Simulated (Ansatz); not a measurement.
ZrO$_{2}$:
```yaml
crystal:
  lattice:
    - [3.58834, 0.00000, 0.00000]
    - [0.00000, 3.58834, 0.00000]
    - [0.00000, 0.00000, 5.20085]
  atoms:
    - { symbol: Zr, position: [0.00000, 0.00000, 0.00000] }
    - { symbol: Zr, position: [0.50000, 0.50000, 0.50000] }
    - { symbol: O, position: [0.00000, 0.50000, 0.30196] }
    - { symbol: O, position: [0.00000, 0.50000, 0.80196] }
    - { symbol: O, position: [0.50000, 0.00000, 0.19804] }
    - { symbol: O, position: [0.50000, 0.00000, 0.69804] }
```

Relaxed with HSE06.

### Question
Give the Bader charges and basin volumes of the independent atoms, HSE06 (plane waves, PAW; program Ansatz).

### Answer


```tsv
atom	Bader charge (e)	Bader volume (Å³)
Zr1	+2.75	9.7
O3	-1.37	11.9
```

Space group P4_2/nmc. This is a known high-temperature phase of the composition, computed here at zero pressure and temperature. The HSE06 relaxation kept the symmetry of its start; whether a distortion lowers the energy is not shown. No spin polarisation was allowed.

Potentials: the earlier of the program's two PAW sets.
